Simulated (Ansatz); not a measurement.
# ZnCoC4N4, before and after

Recipe of this trial structure of ZnCoC4N4: two interpenetrating cyanide-bridged diamond nets (P-43m, No. 215). Lengths were set from tabulated atomic sizes, so they are only a guess.

start.cif

```cif
data_structure
_symmetry_space_group_name_H-M 'P-43m'
_symmetry_Int_Tables_number 215
_cell_length_a 5.8826
_cell_length_b 5.8826
_cell_length_c 5.8826
_cell_angle_alpha 90.000
_cell_angle_beta 90.000
_cell_angle_gamma 90.000
_cell_volume 203.57
loop_
_atom_site_label
_atom_site_type_symbol
_atom_site_symmetry_multiplicity
_atom_site_Wyckoff_symbol
_atom_site_fract_x
_atom_site_fract_y
_atom_site_fract_z
_atom_site_occupancy
Zn1 Zn 1 a 0.00000 0.00000 0.00000 1
Co1 Co 1 b 0.50000 0.50000 0.50000 1
C1 C 4 e 0.18814 0.18814 0.18814 1
N1 N 4 e 0.30297 0.30297 0.30297 1
```

Theory: DFT PBE, scalar-relativistic, plane waves, PAW in Ansatz. Cutoff 420 eV, Gaussian smearing, Γ-centred meshes. Cell and atoms relax first on a coarse mesh and then on a converged one. In between, the cell is made exact in the group found at 0.06 Å. The steps can't lower the symmetry of their start. Collinear spin, starting moments Co 3.0 μB.

end.cif

```cif
data_structure
_symmetry_space_group_name_H-M 'P-43m'
_symmetry_Int_Tables_number 215
_cell_length_a 5.8872
_cell_length_b 5.8872
_cell_length_c 5.8872
_cell_angle_alpha 90.000
_cell_angle_beta 90.000
_cell_angle_gamma 90.000
_cell_volume 204.05
loop_
_atom_site_label
_atom_site_type_symbol
_atom_site_symmetry_multiplicity
_atom_site_Wyckoff_symbol
_atom_site_fract_x
_atom_site_fract_y
_atom_site_fract_z
_atom_site_occupancy
Zn1 Zn 1 a 0.00000 0.00000 0.00000 1
Co1 Co 1 b 0.50000 0.50000 0.50000 1
C1 C 4 e 0.19709 0.19709 0.19709 1
N1 N 4 e 0.31143 0.31143 0.31143 1
```

The symmetry stays P-43m (No. 215). The volume per atom stays near 20.4 Å³. The shortest distance stays 1.17 Å (C–N). The energy falls by about 0.03 eV/atom (the start's value is from the coarse mesh).

```json
{
 "Volume per atom": "20.40 Å³",
 "Density": "1.86 g/cm³",
 "Formation energy": "+0.352 eV/atom",
 "Gap on the 6×6×6 mesh of the 10-atom cell": "1.44 eV",
 "Net moment per atom": "0.30 μB",
 "Moment by site": "Co 2.3 μB"
}
```

Energies over the elements count from the elements' standard structures at the same level (N₂ as a molecule), with no fitted energy shifts. It can't be a ground state, since the elements alone are lower.

The last run used collinear spin and Gaussian smearing of 0.02 eV. Kohn–Sham gaps at this level usually fall short of measured ones. The reference form of C is held partly by dispersion forces, which this level lacks. Another magnetic order may lie lower. A structure relaxed within its symmetry needn't be a true minimum. In all, the 3 runs took 2.7 min on 1 thread of Intel(R) Xeon(R) Platinum 8488C (Sapphire Rapids) (shared host). Site moments count only spheres around the atoms; the net moment includes the space between them.
